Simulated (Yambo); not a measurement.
How GW settings move the gap: Rb2TlGaF6

G0W0@LDA for Rb₂TlGaF₆ (space group Fm-3m, No. 225) in Yambo. Reference settings: 2×2×2 Γ-centred k mesh, 289 bands and a 7 Ry block in the screening, 289 bands in G with the Bruneval-Gonze terminator, plasmon pole fitted at 27.2 eV. The LDA gap X → L on this mesh is 4.28 eV; G0W0 gaps are taken between the same points.

```csv
change from the reference,G0W0 gap X → L (eV),shift of the valence edge (eV),rough Yambo cost
reference settings,7.15,-1.55,1
"165 bands in W, 165 bands in G",7.20,-1.44,about 1/2
exchange cut at 40 Ry,7.06,-1.45,–
"78 bands in W, 78 bands in G, 2 Ry block",7.78,-1.73,about 1/6
"116 bands in W, 116 bands in G, 4 Ry block",7.30,-1.43,about 1/3
"116 bands in W, 116 bands in G, 6 Ry block",7.26,-1.35,about 1/3
"165 bands in W, 165 bands in G, 4 Ry block",7.21,-1.50,about 1/2
"165 bands in W, 165 bands in G, 2 Ry block",7.40,-1.76,about 1/2
"226 bands in W, 226 bands in G, 6 Ry block",7.16,-1.51,within a factor of two
2 Ry block,7.34,-1.80,within a factor of two
4 Ry block,7.14,-1.59,within a factor of two
6 Ry block,7.13,-1.55,within a factor of two
"78 bands in W, 78 bands in G, 3 Ry block, no terminator",7.64,-1.30,about 1/6
"226 bands in W, 226 bands in G, 3 Ry block, no terminator",7.17,-1.50,within a factor of two
no terminator,7.07,-1.36,within a factor of two
```

The reference isn't shown to be the converged limit. Costs are rough (shared machines), scaled to the same edge states, and given only for runs that recompute the screening.

Spin-orbit coupling is left out; with 6p states at a band edge it can lower the gap by many tenths of an eV, most of a small gap.

The standard potentials for Ga, Tl keep a d shell in the valence without the s and p states of that shell. In tests on such compounds this moved G0W0 gaps by up to about 0.9 eV, so absolute quasiparticle energies here are unreliable; differences between settings are what counts.

Geometry of the Materials Project entry, not relaxed at this level; primitive cell a = b = c = 6.4988 Å, α = β = γ = 60.00°.

The structure is a Materials Project entry; no match was found in the copy of COD used, and its stability was not checked.

A shift is the quasiparticle energy of the state minus its LDA energy.
